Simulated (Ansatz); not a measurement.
C (diamond)

```
CELL_PARAMETERS angstrom
      0.00000     1.78581     1.78581
      1.78581     0.00000     1.78581
      1.78581     1.78581     0.00000
ATOMIC_POSITIONS crystal
  C  0.50000 0.50000 0.50000
  C  0.75000 0.75000 0.75000
```

In this cell atom 2 (C, nearest neighbour C at 1.547 Å; its periodic images, 2.5 Å or more away, move with it) is moved by s along Cartesian [111], unit vector (0.577, 0.577, 0.577); all other atoms and the cell stay fixed.

These are PBE (plane waves to 420 eV, PAW, scalar-relativistic; Ansatz, a program for electronic structure) values and carry that method's errors. k mesh 13×13×13 (Γ-centred), Fermi-Dirac smearing 0.05 eV. Energies are smeared free energies. Left out: 1 of 11 points, with atoms too close for the PAW data. As the smearing reaches across the gap at some points, energies and forces of such displacements shift with the k mesh and the smearing. F∥ is the force on the atom along that direction. C was relaxed with its symmetry unable to fall. The PAW data are Ansatz's earlier set. The zero of ΔE is the undisplaced structure.

Task: Give the computed ΔE (eV/cell) and F∥ (eV/Å) at s (Å) = -0.368, -0.184, 0.092, 0.184, 0.276, 0.460.

Result: 
```
s (Å)   ΔE (eV/cell)  F∥ (eV/Å)
------  ------------  ---------
-0.368         3.596     22.441
-0.184         0.762      9.058
0.092          0.137     -2.788
0.184          0.475     -4.299
0.276          0.886     -4.469
0.460          1.623     -3.334
```

(For displaced atoms, the force is minus the slope of the energy, and its curvature is a force constant, which sets phonon frequencies.)
